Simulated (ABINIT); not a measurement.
ABINIT input for LiH, PBE with JTH PAW datasets:

```
pp_dirpath "./pseudo"
pseudos "Li.GGA_PBE-JTH.xml, H.GGA_PBE-JTH.xml"

acell 3*1.0 angstrom
rprim
    0.000000000000     2.008620000000     2.008620000000
    2.008620000000     0.000000000000     2.008620000000
    2.008620000000     2.008620000000     0.000000000000
ntypat 2
znucl 3 1
natom 2
typat 1 2
xred
    0.000000000000     0.000000000000     0.000000000000
    0.500000000000     0.500000000000     0.500000000000
tolsym 1e-5
chksymtnons 0
chkprim 0

ecut 30
pawecutdg 60
pawovlp 20
ngkpt 10 10 10
nshiftk 1
shiftk 0 0 0
nband 5
occopt 7
tsmear 0.001
diemac 8
tolvrs 1e-10
nstep 90

nucefg 2
quadmom 0.0401 0.00286
nucfc 1
prtwf 0
prtden 0
prteig 0
prtebands 0
prtgsr 0
```

The geometry is a computed Materials Project entry, not a measured one. It is LiH in Fm-3m. Stability against distortions was not tested.

Each row changes or adds one setting. The quadmom values are sizes without sign and don't touch the SCF cycle. The limit is 90 steps.  

```
setting typed    SCF steps  k-points  converged
---------------  ---------  --------  ---------
as in the input          9        47        yes
diemac = 1              10        47        yes
diemac = 16             10        47        yes
diemac = 4              10        47        yes
diemac = 40             10        47        yes
diemix = 0.4            13        47        yes
iscf = 12               16        47        yes
iscf = 7                12        47        yes
nline = 1               33        47        yes
nline = 2               15        47        yes
nline = 8               10        47        yes
```

Fewest SCF steps among converged rows: 9 (as in the input); most steps: 33 (nline = 1). Steps of different solvers differ in work.
